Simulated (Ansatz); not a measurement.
Ansatz (a program for electronic structure) input:

Ansatz 0.2 input:
```yaml
crystal:
  lattice:
    - [-3.301534089, 3.301534089, 3.301534089]
    - [3.301534089, -3.301534089, 3.301534089]
    - [3.301534089, 3.301534089, -3.301534089]
  atoms:
    - { symbol: Si, position: [0.2043004637, 0.2043004637, 0.2043004637] }
    - { symbol: Si, position: [0.5, 0.0, 0.2956995363] }
    - { symbol: Si, position: [0.2956995363, 0.5, 0.0] }
    - { symbol: Si, position: [0.0, 0.2956995363, 0.5] }
    - { symbol: Si, position: [0.7956995363, 0.7956995363, 0.7956995363] }
    - { symbol: Si, position: [0.5, 0.0, 0.7043004637] }
    - { symbol: Si, position: [0.7043004637, 0.5, 0.0] }
    - { symbol: Si, position: [0.0, 0.7043004637, 0.5] }
kpoints:
  mp_grid: { grid: [18, 18, 18] }
hamiltonian:
  xc: pbesol
  pseudopotentials: { azcp: { folder: ./paw }, kind: paw }
scf:
  occupations: { method: fermi_dirac, width: 0.1 }
elastic: { mode: relaxed_ion, stencil: two_point, amplitude: 0.005, f_tol: 0.0005 }
```

Output (shortened):

```
Pseudopotential: Si, paw, valence charge 4
Functional definition: PBEsol
Crystal: 8 atoms, lattice volume = 143.949 Å³
Basis set: ecut = 420 eV, 2779 PW (Γ), exchange–correlation on 80×80×80 points (8 copies of the dense FFT grid, shifted against one another)
Bands: 24, of which v1, the nominal top of the filled ones, is band 16 counted from 1 (15 counted from 0)
Symmetry: 24 space group operations
Space group: Ia-3 (ITA 206), of the structure as read, at distance tolerance 5.2e-5 Å
k-points: 295 of 5832
SCF 1 converged in 10 iterations: F = -4971.016805 eV  dr2 = 5.87e-15
relax step   1: F+E_penalty+E_count = -4971.01680517 eV  Δ(F+E_penalty+E_count) = +0.000e0 eV  max|allowed force component| = 2.288e-2 eV/Å  Δτ_max = 0.0000 Å  (10 SCF iters, accepted)
Crystal: 8 atoms, lattice volume = 143.949 Å³
SCF 2 converged in 8 iterations: F = -4971.017135 eV  dr2 = 3.21e-15
relax step   2: F+E_penalty+E_count = -4971.01713456 eV  Δ(F+E_penalty+E_count) = -3.294e-4 eV  max|allowed force component| = 1.109e-2 eV/Å  Δτ_max = 0.0014 Å  (8 SCF iters, accepted)
Crystal: 8 atoms, lattice volume = 143.949 Å³
SCF 3 converged in 7 iterations: F = -4971.017237 eV  dr2 = 3.92e-15
relax step   3: F+E_penalty+E_count = -4971.01723737 eV  Δ(F+E_penalty+E_count) = -1.028e-4 eV  max|allowed force component| = 1.949e-4 eV/Å  Δτ_max = 0.0013 Å  (7 SCF iters, accepted)
Crystal: 8 atoms, lattice volume = 143.949 Å³
SCF 4 converged in 9 iterations: F = -4971.017237 eV  dr2 = 5.26e-14
Crystal: 8 atoms, lattice volume = 143.229 Å³
Symmetry: 8 space group operations
k-points: 865 of 5832
SCF 5 converged in 9 iterations: F = -4971.015491 eV  dr2 = 2.65e-15
relax step   1: F+E_penalty+E_count = -4971.01549119 eV  Δ(F+E_penalty+E_count) = +0.000e0 eV  max|allowed force component| = 4.009e-2 eV/Å  Δτ_max = 0.0000 Å  (9 SCF iters, accepted)
Crystal: 8 atoms, lattice volume = 143.229 Å³
SCF 6 converged in 7 iterations: F = -4971.015819 eV  dr2 = 1.90e-14
relax step   2: F+E_penalty+E_count = -4971.01581866 eV  Δ(F+E_penalty+E_count) = -3.275e-4 eV  max|allowed force component| = 8.428e-3 eV/Å  Δτ_max = 0.0026 Å  (7 SCF iters, accepted)
Crystal: 8 atoms, lattice volume = 143.229 Å³
SCF 7 converged in 6 iterations: F = -4971.015839 eV  dr2 = 4.92e-14
relax step   3: F+E_penalty+E_count = -4971.01583890 eV  Δ(F+E_penalty+E_count) = -2.024e-5 eV  max|allowed force component| = 2.219e-4 eV/Å  Δτ_max = 0.0005 Å  (6 SCF iters, accepted)
Crystal: 8 atoms, lattice volume = 143.229 Å³
SCF 8 converged in 6 iterations: F = -4971.015839 eV  dr2 = 1.35e-14
Crystal: 8 atoms, lattice volume = 144.668 Å³
Basis set: ecut = 420 eV, 2835 PW (Γ), exchange–correlation on 80×80×80 points (8 copies of the dense FFT grid, shifted against one another)
SCF 9 converged in 9 iterations: F = -4971.014474 eV  dr2 = 2.99e-15
relax step   1: F+E_penalty+E_count = -4971.01447412 eV  Δ(F+E_penalty+E_count) = +0.000e0 eV  max|allowed force component| = 3.795e-2 eV/Å  Δτ_max = 0.0000 Å  (9 SCF iters, accepted)
Crystal: 8 atoms, lattice volume = 144.668 Å³
SCF 10 converged in 7 iterations: F = -4971.014790 eV  dr2 = 1.28e-14
relax step   2: F+E_penalty+E_count = -4971.01479003 eV  Δ(F+E_penalty+E_count) = -3.159e-4 eV  max|allowed force component| = 9.359e-4 eV/Å  Δτ_max = 0.0021 Å  (7 SCF iters, accepted)
Crystal: 8 atoms, lattice volume = 144.668 Å³
SCF 11 converged in 5 iterations: F = -4971.014790 eV  dr2 = 9.67e-14
relax step   3: F+E_penalty+E_count = -4971.01479025 eV  Δ(F+E_penalty+E_count) = -2.172e-7 eV  max|allowed force component| = 3.620e-5 eV/Å  Δτ_max = 0.0001 Å  (5 SCF iters, accepted)
Crystal: 8 atoms, lattice volume = 144.668 Å³
SCF 12 converged in 5 iterations: F = -4971.014790 eV  dr2 = 9.39e-14
Crystal: 8 atoms, lattice volume = 143.948 Å³
Basis set: ecut = 420 eV, 2803 PW (Γ), exchange–correlation on 80×80×80 points (8 copies of the dense FFT grid, shifted against one another)
Symmetry: 4 space group operations
k-points: 1550 of 5832
SCF 13 converged in 9 iterations: F = -4971.016128 eV  dr2 = 1.07e-14
relax step   1: F+E_penalty+E_count = -4971.01612808 eV  Δ(F+E_penalty+E_count) = +0.000e0 eV  max|allowed force component| = 3.815e-2 eV/Å  Δτ_max = 0.0000 Å  (9 SCF iters, accepted)
Crystal: 8 atoms, lattice volume = 143.948 Å³
SCF 14 converged in 8 iterations: F = -4971.016495 eV  dr2 = 6.55e-15
relax step   2: F+E_penalty+E_count = -4971.01649520 eV  Δ(F+E_penalty+E_count) = -3.671e-4 eV  max|allowed force component| = 7.497e-3 eV/Å  Δτ_max = 0.0029 Å  (8 SCF iters, accepted)
Crystal: 8 atoms, lattice volume = 143.948 Å³
SCF 15 converged in 7 iterations: F = -4971.016551 eV  dr2 = 4.25e-14
relax step   3: F+E_penalty+E_count = -4971.01655106 eV  Δ(F+E_penalty+E_count) = -5.586e-5 eV  max|allowed force component| = 1.570e-3 eV/Å  Δτ_max = 0.0015 Å  (7 SCF iters, accepted)
Crystal: 8 atoms, lattice volume = 143.948 Å³
SCF 16 converged in 7 iterations: F = -4971.016557 eV  dr2 = 6.20e-15
relax step   4: F+E_penalty+E_count = -4971.01655692 eV  Δ(F+E_penalty+E_count) = -5.857e-6 eV  max|allowed force component| = 2.380e-4 eV/Å  Δτ_max = 0.0007 Å  (7 SCF iters, accepted)
Crystal: 8 atoms, lattice volume = 143.948 Å³
SCF 17 converged in 8 iterations: F = -4971.016557 eV  dr2 = 1.32e-14
Crystal: 8 atoms, lattice volume = 143.948 Å³
SCF 18 converged in 9 iterations: F = -4971.016128 eV  dr2 = 1.07e-14
relax step   1: F+E_penalty+E_count = -4971.01612808 eV  Δ(F+E_penalty+E_count) = +0.000e0 eV  max|allowed force component| = 3.815e-2 eV/Å  Δτ_max = 0.0000 Å  (9 SCF iters, accepted)
Crystal: 8 atoms, lattice volume = 143.948 Å³
SCF 19 converged in 8 iterations: F = -4971.016557 eV  dr2 = 6.40e-15
relax step   2: F+E_penalty+E_count = -4971.01655677 eV  Δ(F+E_penalty+E_count) = -4.287e-4 eV  max|allowed force component| = 8.920e-4 eV/Å  Δτ_max = 0.0032 Å  (8 SCF iters, accepted)
Crystal: 8 atoms, lattice volume = 143.948 Å³
SCF 20 converged in 6 iterations: F = -4971.016557 eV  dr2 = 2.76e-14
relax step   3: F+E_penalty+E_count = -4971.01655695 eV  Δ(F+E_penalty+E_count) = -1.815e-7 eV  max|allowed force component| = 3.983e-5 eV/Å  Δτ_max = 0.0001 Å  (6 SCF iters, accepted)
Crystal: 8 atoms, lattice volume = 143.948 Å³
SCF 21 converged in 6 iterations: F = -4971.016557 eV  dr2 = 2.93e-15
SCF converged after 9 iterations
Stability not checked: this state was not tested for a lower state beside it, because too few of the mixer's solves of this state at the end of the SCF gave a …
Free energy (F): -4971.017237 eV
Harris-Foulkes:  -4971.017237 eV  (|F-HF|=9.09e-13)
Internal energy: -4970.981396 eV  (E = F + TS)
E sigma→0 (E₀):  -4970.999317 eV
Entropy (-TS):   -0.035842 eV (-4.480 meV/atom)
Fermi energy:    7.595632 eV
--- Per-component energies (eV) ---
  E_band       = 70.940608
  E_kinetic    = 325.042594
  E_local      = -111.850496  (includes V_loc(G=0)·N_el)
  E_nonlocal   = 182.428074
  E_hartree    = 35.552981
  E_xc         = -448.253588
  E_vxc        = -383.640072  (∫ρ·V_xc dr)
  E_paw        = -3981.325577  (= ΣΔE_a)
  E_vpaw       = -12.145758  (= ΣTr[D̂ρ^β])
  E_aug_tail   = 0.000305  (compensation charges beyond the density's cutoff)
  E_ewald      = -972.828175
  E_core_change = 0.252486  (= ΣΔE_core)
  E_smearing   = -0.035842  (= −TS)
  E_closure    = 0.000000  (closes the sum)
  Σ components = -4971.017237   (vs F -4971.017237, Δ=0.00e0)
--- Forces (eV/Å), atoms counted from 1 ---
  atom   1  Si     0.00019491     0.00019491     0.00019491
  atom   2  Si    -0.00019491    -0.00019491     0.00019491
  atom   3  Si     0.00019491    -0.00019491    -0.00019491
  atom   4  Si    -0.00019491     0.00019491    -0.00019491
  atom   5  Si    -0.00019491    -0.00019491    -0.00019491
  atom   6  Si     0.00019491     0.00019491    -0.00019491
  atom   7  Si    -0.00019491     0.00019491     0.00019491
  atom   8  Si     0.00019491    -0.00019491     0.00019491
  max |Σ_I F_I| component: 8.67e-18 eV/Å
--- Stress (GPa, compression-positive) ---
       -0.117092       0.000000       0.000000
        0.000000      -0.117092       0.000000
        0.000000       0.000000      -0.117092
  P = ⅓ Tr σ = -0.1171 GPa (-1.171 kbar)
--- Band table (eV; the first three rows and the last of 295) ---
  k-point 0: bands = ["-5.1583", "-0.7117", "-0.3286", "-0.3286", "-0.3286", "1.1504", "1.1504", "1.1504", "2.5804", "2.5804", "3.4557", "3.4557", "3.4557", "6.1740", "6.1740", "6.8324", "9.3428", "9.3428", "9.3428", "11.3961", "11.3961", "11.3961", "13.0520", "13.0520"]
  k-point 1: bands = ["-5.1391", "-0.7909", "-0.4301", "-0.3870", "-0.2722", "1.1158", "1.1956", "1.2396", "2.5436", "2.6186", "3.5177", "3.5411", "3.5774", "6.0715", "6.1379", "6.7576", "9.3584", "9.4678", "9.4729", "11.2239", "11.2251", "11.3098", "13.0404", "13.0647"]
  k-point 2: bands = ["-5.0815", "-0.9841", "-0.6611", "-0.5289", "-0.1673", "1.0234", "1.3018", "1.4723", "2.4737", "2.7368", "3.6897", "3.7614", "3.9073", "5.8074", "5.9902", "6.6330", "9.4026", "9.7663", "9.8030", "10.7884", "10.8331", "11.0894", "12.6655", "12.9900"]
  k-point 294: bands = ["-2.6741", "-2.6741", "-2.6741", "-1.3253", "-1.3253", "-1.3253", "2.5822", "3.9631", "3.9631", "3.9631", "5.0021", "5.0021", "5.0021", "6.9888", "7.8845", "7.8845", "7.8845", "10.5115", "10.5115", "10.5115", "10.5814", "10.5931", "10.5931", "10.5931"]
--- Elastic constants: 2 strain directions × 2 members + reference (group order 24) ---
  dense FFT box of the reference and of every strained cell: 40×40×40
  strains applied: 11, 23; error gains: componentwise 1.00 (the most a stress slope's error grows in a printed constant), spectral 1.73 (1 for all six strains …
  reference relaxed by the batch: 3 steps …
  largest displacement 2.7e-3 Å; the constants are those of the deck's cell at these positions:
  atoms:
    - { symbol: Si, position: [0.2047758904509327, 0.2047758904509327, 0.2047758904509327] }
    - { symbol: Si, position: [0.5, 0.0, 0.2952241095490673] }
    - { symbol: Si, position: [0.2952241095490673, 0.5, 0.0] }
    - { symbol: Si, position: [0.0, 0.2952241095490673, 0.5] }
    - { symbol: Si, position: [0.7952241095490673, 0.7952241095490673, 0.7952241095490673] }
    - { symbol: Si, position: [0.5000000000000001, 0.0, 0.7047758904509328] }
    - { symbol: Si, position: [0.7047758904509328, 0.5000000000000001, 0.0] }
    - { symbol: Si, position: [0.0, 0.7047758904509328, 0.5000000000000001] }
  C = ∂σ_k/∂η_j (tension-positive GPa; Voigt order 11 22 33 23 13 12):
       171.204     49.634     49.640      0.000      0.000      0.000
        49.640    171.204     49.634      0.000      0.000      0.000
        49.634     49.640    171.204      0.000      0.000      0.000
         0.000      0.000      0.000     60.637      0.000      0.000
         0.000      0.000      0.000      0.000     60.637      0.000
         0.000      0.000      0.000      0.000      0.000     60.637
  reference stress σ⁰ (GPa):      0.117      0.117      0.117      0.000      0.000      0.000
  moduli (Voigt/Reuss/Hill, GPa): K = 90.16/90.16/90.16   G = 60.70/60.70/60.70   E = 148.71   ν = 0.225
  mechanically stable: yes (min eigenvalue of sym C = 60.64 GPa)
  strain η (Voigt 11):  stress-route row diagonal C_11 = 171.20 GPa, energy-path curvature d²(F+E_count+ΔE)/dδ²/Ω₀ = 171.21 GPa
         δ    σ_11 (GPa)             F (eV)   n_scf  n_hpsi   n_pw
    -5.000e-3      -0.7421       -4971.0158389       6  320715   2823   relax 3 steps, max|allowed force component| 2.22e-4 eV/Å
     5.000e-3       0.9700       -4971.0147903       5  323102   2852   relax 3 steps, max|allowed force component| 3.62e-5 eV/Å
  strain η (Voigt 23):  stress-route row diagonal C_44 = 60.64 GPa, energy-path curvature d²(F+E_count+ΔE)/dδ²/Ω₀ = 60.58 GPa
         δ    σ_23 (GPa)             F (eV)   n_scf  n_hpsi   n_pw
    -5.000e-3      -0.3032       -4971.0165569       8  645919   2838   relax 4 steps, max|allowed force component| 2.38e-4 eV/Å
     5.000e-3       0.3032       -4971.0165569       6  599556   2838   relax 3 steps, max|allowed force component| 3.98e-5 eV/Å
```

Cost: around 22 core-minutes (rough) on shared cores.

The workflow started from an entry of the Crystallography Open Database (COD), which files this formula under 3 space groups. It is not the phase usual at ambient conditions (space group No. 227). The cell was relaxed with PBEsol under the symmetry of its start; whether a distortion lowers the energy is not shown. As this level gives no gap, shear constants depend on the k-mesh and smearing (Fermi–Dirac, 0.1 eV here).

Potentials: the earlier of the program's two PAW sets. The files were generated under PBE; for other functionals the program regenerates the frozen cores, and for LDA and PBEsol the local potential too.

Ansatz is a plane-wave DFT program.
